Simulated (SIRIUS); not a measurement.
Consider a self-consistent single point of Sn3Te2Se (P-3m1, 6 atoms in the cell; from Materials Project mp-1218966, changed as shown).

```
CELL_PARAMETERS angstrom
      4.39863     0.00000     0.00000
     -2.19931     3.80932     0.00000
      0.00000     0.00000    10.72016
ATOMIC_POSITIONS crystal
  Sn 0.00000 0.00000 0.50000
  Sn 0.33333 0.66667 0.15175
  Sn 0.66667 0.33333 0.84825
  Te 0.33333 0.66667 0.67419
  Te 0.66667 0.33333 0.32581
  Se 0.00000 0.00000 0.00000
```

All values come from this method and carry its errors: PBEsol, PseudoDojo 0.4 standard norm-conserving PBEsol (tails mended) pseudopotentials (plane waves; SIRIUS).

SIRIUS settings:

```
setting                                                                                                          value
--------------------------------------  ------------------------------------------------------------------------------
parameters.ngridk                                                                                                4 4 2
parameters.xc_functionals                                                         [XC_GGA_X_PBE_SOL, XC_GGA_C_PBE_SOL]
parameters.gk_cutoff                                                                                      9.274 1/bohr
parameters.pw_cutoff                                                                                     18.548 1/bohr
parameters.smearing                                                                                        fermi_dirac
parameters.smearing_width                                                                                0.00367493 Ha
potentials                              PseudoDojo 0.4 standard norm-conserving PBEsol (tails mended) pseudopotentials
parameters.electronic_structure_method                                                                 pseudopotential
parameters.num_bands                                                                                                54
parameters.num_mag_dims                                                                                              0
parameters.num_dft_iter                                                                                            100
parameters.energy_tol                                                                                         1e-07 Ha
parameters.density_tol                                                                                           1e-06
mixer.type                                                                                                    anderson
mixer.beta                                                                                                         0.3
mixer.use_hartree                                                                                                false
```

Results:

* **Number of valence electrons**: 90
* **Number of bands**: 54
* **Number of k-points after the program's reduction**: 8
* **Number of plane waves (most at a k-point)**: 16379
* **Number of SCF iterations**: 28
* **FFT grid**: 54 × 54 × 125
* **Free energy E − TS**: -15411.9131 eV
* **Pressure**: -1.29 GPa
* **Largest force (vector length)**: 0.034 eV/Å

Forces (eV/Å):
```
atom     Fx     Fy      Fz
----  -----  -----  ------
Sn1   0.000  0.000   0.000
Sn2   0.000  0.000  -0.019
Sn3   0.000  0.000   0.019
Te4   0.000  0.000  -0.034
Te5   0.000  0.000   0.034
Se6   0.000  0.000   0.000
```

Stress (GPa, positive for compression):
```
-1.30   0.00   0.00
 0.00  -1.30   0.00
 0.00   0.00  -1.27
```

For comparison: a first run was changed to give this one (volume scaled by 0.98), and from it to this one the free energy goes down by 6.5 meV/atom, the pressure goes from -2.14 to -1.29 GPa and the largest force hardly changes (0.035 to 0.034 eV/Å).

Spin-orbit coupling is left out, which matters for bands and gaps with elements this heavy. The structure comes from a collection of computed structures, made at another level of theory; the collection holds predicted forms beside known ones. No clean gap shows at this smearing width and mesh (spacing up to 0.41 Å⁻¹); the mesh is coarse for partly filled bands, so the values carry mesh errors. Semi-local functionals can close small gaps.

Cost on one core: very roughly 7 core-minutes.

“Tails mended”: in these copies of the files the far tail of each local potential was reset to the Coulomb form.
